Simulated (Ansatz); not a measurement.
One crystal and one scan (energy against volume) at two levels, PBE (plane waves to 420 eV, PAW, scalar-relativistic; Ansatz, a quantum-chemistry and plane-wave program) and r2SCAN (plane waves to 500 eV, PAW, scalar-relativistic; Ansatz), each from its own relaxed cell and on its own mesh. The cell shown is that of PBE.

CdS (wurtzite)

```yaml
crystal:
  lattice:
    - [4.19659, 0.00000, 0.00000]
    - [-2.09830, 3.63436, 0.00000]
    - [0.00000, 0.00000, 6.83017]
  atoms:
    - { symbol: Cd, position: [0.33333, 0.66667, 0.99917] }
    - { symbol: Cd, position: [0.66667, 0.33333, 0.49917] }
    - { symbol: S, position: [0.33333, 0.66667, 0.37563] }
    - { symbol: S, position: [0.66667, 0.33333, 0.87563] }
```

The volume is varied about the relaxed value V₀ at fixed cell shape. The atoms relax within the cell's symmetry.

Energies are smeared free energies. CdS was relaxed with its symmetry unable to fall. The PAW data are Ansatz's earlier set. With the shape held, the modulus is that of even scaling; a crystal free to change shape is softer. Percentages come from the unrounded values. Both scans cover V/V₀ from 0.840 to 1.160.

Results of PBE:

| Property | Result |
|---|---|
| Lattice constant a (Å) | 4.197 |
| Lattice constant c (Å) | 6.830 |
| Relaxed volume (Å³/atom) | 26.04 |
| Band gap of the relaxed cell, no spin-orbit coupling (eV) | 1.11 |
| Pressure at the smallest volume (GPa) | 13.8 |
| Energy cost of the largest compression (meV/atom) | 152.9 |
| Energy cost of the largest expansion (meV/atom) | 83.9 |
| Bulk modulus at fixed cell shape B₀ (third-order Birch-Murnaghan fit) (GPa) | 53.1 |
| Pressure for 5 % compression (fit) (GPa) | 3.1 |

Q: What does r2SCAN give for the same quantities?

A: 
| quantity | r2SCAN | PBE − r2SCAN |
|---|---|---|
| Lattice constant a (Å) | 4.164 | +0.033 (+0.8 %) |
| Lattice constant c (Å) | 6.769 | +0.061 (+0.9 %) |
| Relaxed volume (Å³/atom) | 25.41 | +0.63 (+2.5 %) |
| Band gap of the relaxed cell, no spin-orbit coupling (eV) | 1.63 | -0.52 (-32 %) |
| Pressure at the smallest volume (GPa) | 15.5 | -1.7 (-11 %) |
| Energy cost of the largest compression (meV/atom) | 168.0 | -15.1 (-9.0 %) |
| Energy cost of the largest expansion (meV/atom) | 93.3 | -9.4 (-10 %) |
| Bulk modulus at fixed cell shape B₀ (third-order Birch-Murnaghan fit) (GPa) | 60.2 | -7.1 (-12 %) |
| Pressure for 5 % compression (fit) (GPa) | 3.5 | -0.4 (-12 %) |

PBE gives the higher value for: lattice constant a; lattice constant c; relaxed volume. PBE gives the lower value for: band gap of the relaxed cell, no spin-orbit coupling; pressure at the smallest volume; energy cost of the largest compression; energy cost of the largest expansion; bulk modulus at fixed cell shape B₀; pressure for 5 % compression. Neither level is exact: the differences show how much the result hangs on the functional.

(Under strain, the slope of the energy per volume gives the stress and its curvature an elastic modulus.)
